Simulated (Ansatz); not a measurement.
**V: the lowest state among those tried**

We look at V: a test cell of our own (not relaxed), with 16 atoms per cell.

```xyz
16
Lattice="6.0600 0.0000 0.0000 0.0000 6.0600 0.0000 0.0000 0.0000 6.0600" Properties=species:S:1:pos:R:3 pbc="T T T"
V     0.0000    0.0000    0.0000
V     1.5150    1.5150    1.5150
V     0.0000    0.0000    3.0300
V     1.5150    1.5150    4.5450
V     0.0000    3.0300    0.0000
V     1.5150    4.5450    1.5150
V     0.0000    3.0300    3.0300
V     1.5150    4.5450    4.5450
V     3.0300    0.0000    0.0000
V     4.5450    1.5150    1.5150
V     3.0300    0.0000    3.0300
V     4.5450    1.5150    4.5450
V     3.0300    3.0300    0.0000
V     4.5450    4.5450    1.5150
V     3.0300    3.0300    3.0300
V     4.5450    4.5450    4.5450
```

Site labels below count the atoms in this order, from 1.

These are results of DFT, PBE, PAW (an earlier, harder data set), plane waves, scalar-relativistic (Ansatz development build ahead of 0.2.0), not measurements.

```yaml
plane_wave_cutoff: 840 eV
k_point_mesh: 1×1×1 (Γ-centred)
occupations: Fermi–Dirac smearing, 0.1 eV
```

Moments by site are taken inside atomic spheres; the rest lies between them.

One k-point is far from converged for this cell: the case tests the SCF and predicts nothing for the material.

“Lowest” means lowest among the runs made in this cell. No run without spin polarisation was made.

Problem. The cell was converged 4 times from various starts and settings. Describe the lowest state found.

Solution. Ferromagnetic, site moments V1 0.76, V2 0.76, V3 0.76, V4 0.76, V5 0.76, V6 0.76, V7 0.76, V8 0.76, V9 0.76, V10 0.76, V11 0.76, V12 0.76, V13 0.76, V14 0.76, V15 0.76, V16 0.76 μB, total 13.75 μB per cell.
